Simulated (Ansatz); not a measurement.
ZrMo (rock salt, space group No. 225) at seven volumes, PBE in the plane-wave PAW code Ansatz, scaled uniformly. One row is withheld.

```tsv
V (Å³/atom)	P (GPa)
18.884	13.15
19.506	8.12
20.129	3.76
20.751	0.00
21.374	-3.23
21.996	?
22.619	-8.37
```

Fit the shown pressures and predict the withheld one.

Third-order Birch–Murnaghan: P = (3/2)B₀(x^(7/2) − x^(5/2))[1 + (3/4)(B′ − 4)(x − 1)] with x = (V₀/V)^(2/3). Least squares on the six rows gives V₀ = 20.753 Å³/atom, B₀ = 115.5 GPa, B′ = 3.99. At V = 21.996, x = 0.9620 and P = -5.98 GPa. The run itself gave -6.00 GPa.

Space group Fm-3m (rock salt). The start of the workflow was typed in or built on a structure type; neither database checked (COD, Materials Project) lists it. Whether it is the stable phase at ambient conditions was not checked. The PBE relaxation kept the symmetry of its start; whether a distortion lowers the energy is not shown. The run is not spin-polarised. Its formation energy is positive at this level, so the cell may be metastable or incomplete.

Potentials: the later of the program's two PAW sets.
